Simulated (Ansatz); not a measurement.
Elastic constants of AgCl (Fm-3m), step by step

```
CELL_PARAMETERS angstrom
0.00000 2.67706 2.67706
2.67706 0.00000 2.67706
2.67706 2.67706 0.00000
ATOMIC_POSITIONS crystal
Ag 0.00000 0.00000 0.00000
Cl 0.50000 0.50000 0.50000
```

Level of theory, where no other is named: LDA, all-electron LAPW in Ansatz 0.2.0, scalar-relativistic. k mesh 8×8×8, strains of ±0.003, fixed occupations, basis error target 1 meV/atom. The cell was relaxed by PAW under this functional, which moved its volume by -6 % from the database entry's.

The cell is cubic and carries a residual pressure of 0.02 GPa at this level. Each strain component that symmetry leaves independent is applied at ±0.003, the ions relax wherever a strain frees them, and the stress (tension positive, GPa) is read. Shears are engineering strains, γ = 2ε.

```tsv
strain	size	σxx	σyy	σzz	σyz	σxz	σxy
xx	-0.003	-0.3187	-0.1868	-0.1868	0.0000	0.0000	0.0000
xx	+0.003	0.2688	0.1454	0.1454	0.0000	0.0000	0.0000
yz	-0.003	-0.0189	-0.0190	-0.0190	-0.0137	0.0000	0.0000
yz	+0.003	-0.0189	-0.0190	-0.0190	0.0137	0.0000	0.0000
```

A central difference gives one constant, for example C11 ≈ (0.2688 − (-0.3187))/(0.006) = 97.9 GPa; the program then imposes the crystal's symmetry on the whole matrix.

Q: What are the independent elastic constants?

A: C11 = 97.9, C12 = 55.4, C44 = 4.6 GPa.

Q: Do they meet the Born conditions?

A: C11 − C12 = 42.6, C11 + 2C12 = 208.6 and C44 = 4.6 GPa must all be positive, so the crystal is elastically stable; that says nothing yet of its phonons.

Q: What moduli does a random aggregate of grains have?

A: B = (C11 + 2C12)/3 = 69.5 GPa. G_V = (C11 − C12 + 3C44)/5 = 11.2 and G_R = 5(C11 − C12)C44/(4C44 + 3(C11 − C12)) = 6.6, so G_H = 8.9 GPa. Then E = 9BG/(3B + G) = 25.7 GPa, ν = (3B − 2G)/(6B + 2G) = 0.438 and B/G = 7.77, on the ductile side of Pugh's 1.75 (a rule of thumb, made for metals; it doesn't predict ductility here).

Q: With the density of 6.202 g/cm³, how fast does sound travel, and what Debye temperature follows?

A: 

```tsv
direction	slow (m/s)	middle (m/s)	fast (m/s)
[100]	857	857	3973
[110]	857	1852	3618
[111]	1591	1591	3492
```

The mean of v⁻³ over directions and branches gives v_m = 1295 m/s and θ_D = (ħ/k_B) v_m (6π²n)^(1/3) = 144 K, n being atoms per volume. Young's modulus spans 13 to 58 GPa over directions, and the universal anisotropy index is 3.46.

Q: How far do the constants move if PAW replaces LAPW in the same cell?

A: 

| constant | LAPW (GPa) | PAW (GPa) | difference |
| --- | --- | --- | --- |
| C11 | 97.9 | 97.6 | -0.3 |
| C12 | 55.4 | 55.4 | 0.0 |
| C44 | 4.6 | 4.5 | -0.1 |

Known limits: the frozen-core PAW files of the compared runs were fitted under PBE, their cores solved anew for this functional.
